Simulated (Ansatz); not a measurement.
A generator proposed this cell of GaSe5.

```yaml
crystal:
  lattice:
    - [5.82050, 0.00000, 0.00000]
    - [-2.91025, 5.04070, 0.00000]
    - [0.00000, 0.00000, 6.63642]
  atoms:
    - { symbol: Ga, position: [0.00000, 0.00000, 0.00000] }
    - { symbol: Se, position: [0.33333, 0.66667, 0.50000] }
    - { symbol: Se, position: [0.66667, 0.33333, 0.50000] }
    - { symbol: Se, position: [0.00000, 0.00000, 0.50000] }
    - { symbol: Se, position: [0.00000, 0.00000, 0.77077] }
    - { symbol: Se, position: [0.00000, 0.00000, 0.22923] }
```

Theory: Ansatz 0.2.0, DFT PBE, scalar-relativistic, plane waves, PAW. Plane waves to 420 eV, a k mesh through Γ of 3×3×4 on the computed 6-atom cell and Gaussian smearing (0.10 eV); no spin polarisation.

Energies over the elements count from the elements' standard structures at the same level, with no fitted energy shifts.

Q: Estimate its pressure, forces and energy as it stands.

A: The pressure is 67.6 GPa (the mean over three directions, positive in compression), the largest force is 30.84 eV/Å, and the energy is +6.51 eV/atom against the elements. The shortest distance is 1.52 Å, so close that the PAW spheres overlap strongly and these values are rough.

Q: How much does it gain on relaxing, and where does it end?

A: Relaxing gains about 6.0 eV/atom (the start's value is from the coarse mesh, so the gain is rough) in 37 ionic steps and ends at +0.50 eV/atom on the finer mesh. The symmetry stays P6/mmm (No. 191). The volume per atom grows by 26.9 %, from 32.5 to 41.2 Å³. The shortest distance goes from 1.52 Å (Ga–Se) to 2.20 Å (Ga–Se). The ratio c/a of the conventional cell changes by a factor of 2.25. Conventional cell: a = 4.806 Å, c = 12.354 Å. Ga is surrounded by 2 Se at 2.20 Å; around Se on a site of symmetry -6m2 lie 6 Se at 2.78 Å; Se on a site of symmetry 6/mmm has 6 Se at 2.78 Å; 1 more site not described.

The last run used a 12×12×4 mesh (in the run's order of axes) for its 6-atom cell and Gaussian smearing of 0.10 eV. Weakly bound directions are ill-defined at this level, which has no dispersion term. An odd number of electrons in the primitive cell allows no gap without spin; a larger cell or a magnetic state could open one. The cell is a metal run without spin; a magnetic state may lie lower. The reference form of Se is held partly by dispersion forces, which this level lacks. The relaxation can't lower the symmetry of the start. Symmetry constrained the relaxation, so the result can be a saddle point. Another cell of GaSe5 relaxed alike, in P-6m2, lies 0.36 eV/atom lower, so this cell isn't the stable form at this level.
